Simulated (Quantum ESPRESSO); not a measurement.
**Kohn-Sham bands of HfO$_{2}$ (P4₂/nmc)**

```yaml
crystal:
  lattice:
    - [3.55802, 0.00000, 0.00000]
    - [0.00000, 3.55802, 0.00000]
    - [0.00000, 0.00000, 5.17186]
  atoms:
    - { symbol: Hf, position: [0.50000, 0.50000, 0.50000] }
    - { symbol: Hf, position: [0.00000, 0.00000, 0.00000] }
    - { symbol: O, position: [0.00000, 0.50000, 0.69721] }
    - { symbol: O, position: [0.00000, 0.50000, 0.19721] }
    - { symbol: O, position: [0.50000, 0.00000, 0.80279] }
    - { symbol: O, position: [0.50000, 0.00000, 0.30279] }
```

Materials Project entry mp-1018721; symmetrised, unrelaxed at this level. Not found in the COD (Crystallography Open Database) copy used, which has the formula in other groups; not checked further. Level: PBEsol, spinors with spin-orbit coupling; pw.x of Quantum ESPRESSO at 68 Ry with PseudoDojo potentials, 6×6×4 k-points, Wannier90. Density: 10×10×6 mesh, cold smearing 0.01 Ry.

Energies are relative to the valence-band maximum; weights are on the orthonormalised atomic waves of the pseudopotential files, averaged over the group. 48 electrons a cell are treated as valence.

Task: Into which isolated groups do the bands fall, where do they lie and what are they made of?

Result: 
```csv
bands,from (eV),to (eV),filling,weight on atomic waves
1–4,-59.97,-59.95,filled,Hf 5s 97 %
5–8,-34.39,-34.26,filled,Hf 5p 98 %
9–16,-27.04,-26.49,filled,Hf 5p 95 %
17–24,-17.95,-15.28,filled,"O 2s 78 %, Hf 5d 12 %, Hf 6s 5 %"
25–48,-5.79,0.00,filled,"O 2p 81 %, Hf 5d 14 %"
```

The Kohn-Sham gap over both meshes and the path is 4.69 eV.
